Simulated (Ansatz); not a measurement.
Calculated ⁶¹Ni nuclear quadrupole resonance for NiGe

Cell: a COD entry, its atoms then relaxed with PBE in this cell.

```
Ni Ge
1.0
     5.38100    0.00000    0.00000
     0.00000    3.42800    0.00000
     0.00000    0.00000    5.81100
Ni Ge
4 4
Direct
  0.99359 0.75000 0.18901
  0.00641 0.25000 0.81099
  0.50641 0.25000 0.68901
  0.49359 0.75000 0.31099
  0.81143 0.75000 0.58603
  0.18857 0.25000 0.41397
  0.68857 0.25000 0.08603
  0.31143 0.75000 0.91397
```

Atoms are numbered from 1 in the order listed; like atoms form one site, named after its first atom.

All values are calculated (Ansatz; DFT, PBE, plane waves and PAW, scalar-relativistic, collinear spin, 420 eV cutoff, Γ-centred 9×14×8 k-points, Fermi–Dirac smearing 0.05 eV), not measured. Start moments as typed (μB): 1.5 on each Ni, none on the rest.

⁶¹Ni: I = 3/2, Q = 162.0 mb (year-2017 value). Static lattice, zero field.

(1) Predict the zero-field ⁶¹Ni lines of each site.

Answers

(1) For I = 3/2 there is one line, ν = (|C_Q|/2)(1 + η²/3)^½.

```csv
site,atoms,V_zz (10²¹ V/m²),C_Q (MHz),η,line frequencies (MHz)
Ni,"1, 2, 3, 4",0.75,2.93,0.76,1.60
```

With no gap above 0.1 eV, as in a metal, the gradients converge slowly in k; expect changes of a tenth or more on a denser mesh. With these PAW files V_zz is typically within 2 to 3 % of all-electron values, but misses above 10 % occur on Ni. The start moments die out, and the run ends without spin.

The relaxation (4 steps) took 9.9 min of wall time (9.7 min of CPU time) and 2.7 GiB at its peak, on 1 thread of Intel Xeon Platinum 8488C (Sapphire Rapids) (x86_64; 16 cores open to the job, memory cap 3.0 GiB, no GPU), a shared host with a load of 0.2 a core.
